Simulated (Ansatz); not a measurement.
Relaxed-ion elastic tensor of NaH (rock salt, Fm-3m) in GPa (Voigt order), the program Ansatz at the LDA level (PAW); density 1.55 g/cm³, 12.89 Å³ per atom.

|  | 1 | 2 | 3 | 4 | 5 | 6 |
|---|---|---|---|---|---|---|
| 1 | 55.3 | 13.4 | 13.4 | 0.0 | 0.0 | 0.0 |
| 2 | 13.4 | 55.3 | 13.4 | 0.0 | 0.0 | 0.0 |
| 3 | 13.4 | 13.4 | 55.3 | 0.0 | 0.0 | 0.0 |
| 4 | 0.0 | 0.0 | 0.0 | 24.3 | 0.0 | 0.0 |
| 5 | 0.0 | 0.0 | 0.0 | 0.0 | 24.3 | 0.0 |
| 6 | 0.0 | 0.0 | 0.0 | 0.0 | 0.0 | 24.3 |

### Question
Is the crystal mechanically stable?

### Answer
Yes: the smallest eigenvalue of C is 24.3 GPa.

### Question
Work out the Voigt, Reuss and Hill averages.

### Answer
K_V = 27.4, K_R = 27.4, K_H = 27.4; G_V = 23.0, G_R = 22.8, G_H = 22.9 GPa.

### Question
Give Young's modulus, Poisson's ratio, Pugh's ratio and the universal anisotropy index.

### Answer
E = 9KG/(3K + G) = 53.7 GPa; ν = 0.17; K/G = 1.20 (brittle by the Pugh limit of 1.75); A_U = 5G_V/G_R + K_V/K_R − 6 = 0.03.

### Question
Estimate the sound speeds and the Debye temperature.

### Answer
v_l = √((K + 4G/3)/ρ) = 6120 m/s, v_t = √(G/ρ) = 3850 m/s, mean 4240 m/s; Θ = (h/k)(3n/4πV)^(1/3) v_m = 538 K.

### Question
Give the Zener ratio and Young's modulus along [100], [110] and [111].

### Answer
A = 2C44/(C11 − C12) = 1.16; 1/E = S11 − 2(S11 − S12 − S44/2)Γ with Γ = 0, 1/4, 1/3 gives 50.1, 54.6, 56.3 GPa.

The LDA relaxation kept the symmetry of its start; phonons on a q-mesh show no instability.

Potentials: the later of the program's two PAW sets.
